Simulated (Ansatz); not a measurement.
HfCo7 in space group P4/mmm (No. 123; Hf on 1d, Co on 1b, Co on 4j, Co on 2e) at seven volumes, PBEsol in the plane-wave PAW code Ansatz, shape and atoms relaxed at each. One row is withheld.

| V (Å³/atom) | P (GPa) |
|---|---|
| 10.091 | 28.40 |
| 10.424 | 17.31 |
| 10.756 | ? |
| 11.089 | -0.01 |
| 11.422 | -6.71 |
| 11.755 | -12.38 |
| 12.087 | -17.15 |

### Question
Fit the shown pressures and predict the withheld one.

### Answer
Third-order Birch–Murnaghan: P = (3/2)B₀(x^(7/2) − x^(5/2))[1 + (3/4)(B′ − 4)(x − 1)] with x = (V₀/V)^(2/3). Least squares on the six rows gives V₀ = 11.089 Å³/atom, B₀ = 242.5 GPa, B′ = 4.59. At V = 10.756, x = 1.0205 and P = 7.93 GPa. The run itself gave 7.93 GPa.

The first step of the workflow began from a Materials Project structure, measured or hypothetical; the Crystallography Open Database copy checked does not list it. Its standing as an ambient phase is unchecked. The PBEsol relaxation kept the symmetry of its start; its stability against distortions is not shown here. No spin polarisation was allowed. The program gave a warning on the electronic state, which may not be the lowest. Scalar-relativistic: spin–orbit coupling is off unless named, which matters more the heavier the elements.

Potentials: the later of the program's two PAW sets.
